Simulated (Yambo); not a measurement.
G0W0@PBEsol for KTaO3 (cubic perovskite, space group Pm-3m, No. 221) in Yambo. Reference settings: 4×4×4 Γ-centred k mesh, bands 5 to 200 and a 7 Ry block in the screening, 200 bands in G with the Bruneval-Gonze terminator, plasmon pole fitted at 27.2 eV. The PBEsol gap R → Γ on this mesh is 2.00 eV; G0W0 gaps are taken between the same points.

The settings were changed. The gap went from 3.62 eV to 3.59 eV, and the shift of the valence edge from -0.46 eV to -0.01 eV.

**Question.** What was changed between the two runs?
A) 88 bands in W, 88 bands in G
B) 134 bands in G, no terminator
C) 134 bands in W, 134 bands in G
D) 134 bands in G

**Answer.** B, 134 bands in G, no terminator. The others gave (gap, valence shift): 88 bands in W, 88 bands in G: 3.80, -0.26 eV; 134 bands in W, 134 bands in G: 3.68, -0.38 eV; 134 bands in G: 3.63, -0.46 eV.

Spin-orbit coupling is included.

Geometry of the Materials Project entry, not relaxed at this level; primitive cell a = 3.995 Å, b = 3.995 Å, c = 3.995 Å, α = 90.00°, β = 90.00°, γ = 90.00°.

A shift is the quasiparticle energy of the state minus its PBEsol energy.
